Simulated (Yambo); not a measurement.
```
KIO3
1.0
    3.14058     1.81321     5.13647
   -3.14058     1.81321     5.13647
    0.00000    -3.62642     5.13647
O K I
6 2 2
Direct
  0.14657   0.25994   0.77281
  0.25994   0.77281   0.14657
  0.77281   0.14657   0.25994
  0.27281   0.75994   0.64657
  0.64657   0.27281   0.75994
  0.75994   0.64657   0.27281
  0.75421   0.75421   0.75421
  0.25421   0.25421   0.25421
  0.00409   0.00409   0.00409
  0.50409   0.50409   0.50409
```

KIO3 (space group R3c, No. 161): mean Im ε in 1 eV windows above the direct gap of 4.57 eV, for different electron-hole kernels (Yambo, broadening 0.15 eV, PBEsol (pw.x of Quantum ESPRESSO, ONCV potentials, scalar-relativistic) bands; 4×4×4 mesh, 15 valence and 9 conduction bands, static screening with 98 bands and a 3 Ry block, scissor 1.72 eV, Tamm-Dancoff; field along x).

| window (eV) | independent quasiparticles | RPA (no attraction) | BSE |
|---|---|---|---|
| 4.6 to 5.6 | 2.0 | 1.0 | 2.4 |
| 5.6 to 6.6 | 3.9 | 2.3 | 3.3 |
| 6.6 to 7.6 | 4.0 | 2.3 | 3.1 |
| 7.6 to 8.6 | 3.9 | 2.3 | 2.0 |
| 8.6 to 9.6 | 3.4 | 2.4 | 2.0 |

This run doesn't resolve bound excitons or single peaks, so only averages are given, and they too depend on the mesh; weight that the attraction moves below the gap isn't listed. All transitions below 9.85 eV are in the band window. The scissor comes from a G0W0 run whose convergence isn't established.

Without spin-orbit coupling, band edges of such heavy elements can be off by tenths of an eV.

Geometry of the Materials Project entry, not relaxed at this level.

The structure is a Materials Project entry; no match was found in the copy of COD used, and its stability was not checked.
